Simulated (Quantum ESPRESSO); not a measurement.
# W7Au: input and log of a self-consistent run

Computed values, not a measurement. The program is pw.x of Quantum ESPRESSO 7.5 (plane-wave density functional theory). The cell is made up: eight metal atoms on a body-centred cubic lattice, with elements, volume, strain and displacements drawn at random and not relaxed, so it may be unstable or far from any real phase. PseudoDojo standard norm-conserving files set the functional (PBE unless stated); there is no spin polarisation or spin-orbit coupling, the Fermi-Dirac width of 0.25 eV means electrons at about 2900 K, and the masses in the input are unused placeholders. Heavy elements are run without spin-orbit coupling, which real alloys of them have. A spin test at this wide smearing found no moment, but such smearing suppresses magnetism that the real alloy may have.

Input:

```
&control calculation='scf', pseudo_dir='./dojo.nc.sr.pbe.v0_5.standard.upf', outdir='./o', disk_io='minimal', tprnfor=.true., tstress=.true. /
&system ibrav=0, nat=8, ntyp=2, nbnd=76, ecutwfc=75.99759826, nosym=.true., tot_charge=0,
 occupations='smearing', smearing='fd', degauss=0.0183746611
/
&electrons conv_thr=1.470e-08, electron_maxstep=70, mixing_beta=0.5 /
ATOMIC_SPECIES
Au 1.0 Au.upf
W 1.0 W.upf
CELL_PARAMETERS angstrom
-1.638 1.6579 1.6581
-1.6102 1.5399 -4.8286
-4.8456 -8.058 1.4949
ATOMIC_POSITIONS angstrom
W 0.1629 0.0812 -0.0054
Au -4.8536 -4.9404 -1.5396
W -3.2623 -3.3291 -0.0271
W -3.284 -0.0095 -3.3061
W -1.7013 1.6032 -1.6591
W -4.8117 -4.8829 1.5884
W -4.8764 -1.6278 -1.7006
W -3.2114 0.0497 0.0435
K_POINTS automatic
8 5 3 1 1 1
```

The log is shortened where brackets say so; the opening notice, blank lines, dates and the lines on written files are dropped, and the path of the files is cut. It prints rydbergs, bohrs and kilobars, and counts compression as positive stress. Its total energy is the free energy E - TS of the whole cell.

```
     Program PWSCF v.7.5
     Parallel version (MPI & OpenMP), running on       4 processor cores
     Number of MPI processes:                 4
     Threads/MPI process:                     1
     [start-up lines left out]
     bravais-lattice index     =            0
     lattice parameter (alat)  =       5.4051  a.u.
     unit-cell volume          =     922.0219 (a.u.)^3
     number of atoms/cell      =            8
     number of atomic types    =            2
     number of electrons       =       117.00
     number of Kohn-Sham states=           76
     kinetic-energy cutoff     =      75.9976  Ry
     charge density cutoff     =     303.9904  Ry
     scf convergence threshold =      1.5E-08
     mixing beta               =       0.5000
     number of iterations used =            8  plain     mixing
     Exchange-correlation= PBE
                           (   1   4   3   4   0   0   0)
     [axes and pseudopotential details left out]
   Cartesian axes
     site n.     atom                  positions (alat units)
         1        W      tau(   1) = (   0.0569533   0.0283892  -0.0018880  )
         2        Au     tau(   2) = (  -1.6969206  -1.7272677  -0.5382765  )
         3        W      tau(   3) = (  -1.1405687  -1.1639234  -0.0094747  )
         4        W      tau(   4) = (  -1.1481555  -0.0033214  -1.1558821  )
         5        W      tau(   5) = (  -0.5948103   0.5605124  -0.5800562  )
         6        W      tau(   6) = (  -1.6822715  -1.7071645   0.5553380  )
         7        W      tau(   7) = (  -1.7048920  -0.5691131  -0.5945655  )
         8        W      tau(   8) = (  -1.1227730   0.0173762   0.0152085  )
     number of k points=    60  Fermi-Dirac smearing, width (Ry)=  0.0184
                       cart. coord. in units 2pi/alat
        k(    1) = (  -0.1178943   0.0085450  -0.0171959), wk =   0.0333333
        k(    2) = (   0.0294641   0.1561891  -0.0192502), wk =   0.0333333
     [further k points left out]
     Dense  grid:    82421 G-vectors     FFT dimensions: (  30,  60, 100)
     Estimated max dynamical RAM per process >     335.64 MB
     Estimated total dynamical RAM >       1.25 GB
     Initial potential from superposition of free atoms
     starting charge     116.9963, renormalised to     117.0000
     Starting wfcs are   80 randomized atomic wfcs
     total cpu time spent up to now is       10.6 secs
     per-process dynamical memory:   270.4 Mb
     Self-consistent Calculation
     iteration #  1     ecut=    76.00 Ry     beta= 0.50
     Davidson diagonalization with overlap
     ethr =  1.00E-02,  avg # of iterations =  2.9
     total cpu time spent up to now is       37.2 secs
     total energy              =   -1356.51106733 Ry
     estimated scf accuracy    <       2.81159526 Ry
     iteration #  2     ecut=    76.00 Ry     beta= 0.50
     Davidson diagonalization with overlap
     ethr =  2.40E-03,  avg # of iterations =  3.8
     total cpu time spent up to now is       73.7 secs
     total energy              =   -1353.92216273 Ry
     estimated scf accuracy    <      59.45440040 Ry
     iteration #  3     ecut=    76.00 Ry     beta= 0.50
     Davidson diagonalization with overlap
     ethr =  2.40E-03,  avg # of iterations =  6.9
     total cpu time spent up to now is      106.8 secs
     total energy              =   -1357.53271636 Ry
     estimated scf accuracy    <       9.47592114 Ry
     iteration #  4     ecut=    76.00 Ry     beta= 0.50
     Davidson diagonalization with overlap
     ethr =  2.40E-03,  avg # of iterations =  2.0
     total cpu time spent up to now is      126.3 secs
     total energy              =   -1358.15689247 Ry
     estimated scf accuracy    <       0.36113594 Ry
     iteration #  5     ecut=    76.00 Ry     beta= 0.50
     Davidson diagonalization with overlap
     ethr =  3.09E-04,  avg # of iterations =  5.7
     total cpu time spent up to now is      149.3 secs
     total energy              =   -1358.14925775 Ry
     estimated scf accuracy    <       0.43934598 Ry
     [iterations 6 to 13 left out]
     iteration # 14     ecut=    76.00 Ry     beta= 0.50
     Davidson diagonalization with overlap
     ethr =  1.63E-08,  avg # of iterations =  1.4
     total cpu time spent up to now is      318.6 secs
     total energy              =   -1358.18818374 Ry
     estimated scf accuracy    <       0.00000061 Ry
     iteration # 15     ecut=    76.00 Ry     beta= 0.50
     Davidson diagonalization with overlap
     ethr =  5.19E-10,  avg # of iterations =  5.3
     total cpu time spent up to now is      343.2 secs
     total energy              =   -1358.18818384 Ry
     estimated scf accuracy    <       0.00000086 Ry
     iteration # 16     ecut=    76.00 Ry     beta= 0.50
     Davidson diagonalization with overlap
     ethr =  5.19E-10,  avg # of iterations =  2.0
     total cpu time spent up to now is      359.0 secs
     total energy              =   -1358.18818394 Ry
     estimated scf accuracy    <       0.00000006 Ry
     iteration # 17     ecut=    76.00 Ry     beta= 0.50
     Davidson diagonalization with overlap
     ethr =  4.80E-11,  avg # of iterations =  4.0
     total cpu time spent up to now is      383.2 secs
     total energy              =   -1358.18818392 Ry
     estimated scf accuracy    <       0.00000047 Ry
     iteration # 18     ecut=    76.00 Ry     beta= 0.50
     Davidson diagonalization with overlap
     ethr =  4.80E-11,  avg # of iterations =  2.3
     total cpu time spent up to now is      400.5 secs
     End of self-consistent calculation
     [lines on levels left out]
!    total energy              =   -1358.18818395 Ry
     estimated scf accuracy    <          5.2E-09 Ry
     smearing contrib. (-TS)   =      -0.07937931 Ry
     internal energy E=F+TS    =   -1358.10880464 Ry
     The total energy is F=E-TS. E is the sum of the following terms:
     one-electron contribution =    -251.12142221 Ry
     hartree contribution      =     188.17756232 Ry
     xc contribution           =    -283.57397638 Ry
     ewald contribution        =   -1011.59096837 Ry
     convergence has been achieved in  18 iterations
     Forces acting on atoms (cartesian axes, Ry/au):
     atom    1 type  2   force =    -0.08870786   -0.05129522   -0.03569459
     atom    2 type  1   force =     0.02274243    0.03314368   -0.01235414
     atom    3 type  2   force =     0.03405294    0.06116747   -0.00943640
     atom    4 type  2   force =     0.01743143   -0.00629226    0.03411857
     atom    5 type  2   force =    -0.00064965   -0.04222943    0.06213940
     atom    6 type  2   force =     0.01234549    0.01306918   -0.03139638
     atom    7 type  2   force =     0.02495186    0.00320098    0.01972554
     atom    8 type  2   force =    -0.02216665   -0.01076440   -0.02710202
     Total force =     0.171342     Total SCF correction =     0.000459
     Computing stress (Cartesian axis) and pressure
          total   stress  (Ry/bohr**3)                   (kbar)     P=      -87.19
  -0.00062795   0.00018449   0.00015585          -92.38       27.14       22.93
   0.00018449  -0.00063416  -0.00039584           27.14      -93.29      -58.23
   0.00015585  -0.00039584  -0.00051592           22.93      -58.23      -75.89
     init_run     :      8.46s CPU      9.02s WALL (       1 calls)
     electrons    :    378.77s CPU    389.91s WALL (       1 calls)
     forces       :      3.83s CPU      3.86s WALL (       1 calls)
     stress       :     12.30s CPU     12.70s WALL (       1 calls)
     [timing details left out]
     PWSCF        :   6m45.05s CPU   6m57.21s WALL
     JOB DONE.
```

In other units: free energy -18479.092 eV for the cell, pressure -8.72 GPa, largest force component 2.281 eV/Å in size. The run took 419 s of wall time with four MPI processes on a shared machine (AMD EPYC, older, virtual cores), so the time is rough. A rerun of this cell at a higher cutoff and on a denser mesh moved values by no more than 0.006 eV in energy, 0.10 GPa in stress and 0.011 eV/Å in force, and a second program with other atomic files agreed on that cell to 2 % rms in force and 0.5 GPa in pressure.